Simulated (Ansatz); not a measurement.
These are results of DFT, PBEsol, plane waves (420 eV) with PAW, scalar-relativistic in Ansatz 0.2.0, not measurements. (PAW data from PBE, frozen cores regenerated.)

An element in the bcc structure gives this curve. The cell is scaled uniformly from the relaxed one, with fractional coordinates and shape fixed. Energies are extrapolated to zero smearing, pressures are those at the given smearing. Magnetic state: spin not included.

```csv
V (Å³/atom),E − E₀ (meV/atom),P (GPa)
12.822,283.5,59.97
13.405,114.3,35.12
13.987,25.4,15.52
14.570,0.0,0.08
15.153,24.4,-12.06
15.736,88.0,-21.57
16.319,182.2,-28.97
```

Which element is it?
A. platinum
B. phosphorus
C. iridium
D. ruthenium

C. Its fit is V₀ = 14.55 Å³/atom, B₀ = 343 GPa, B₀′ = 5.0.
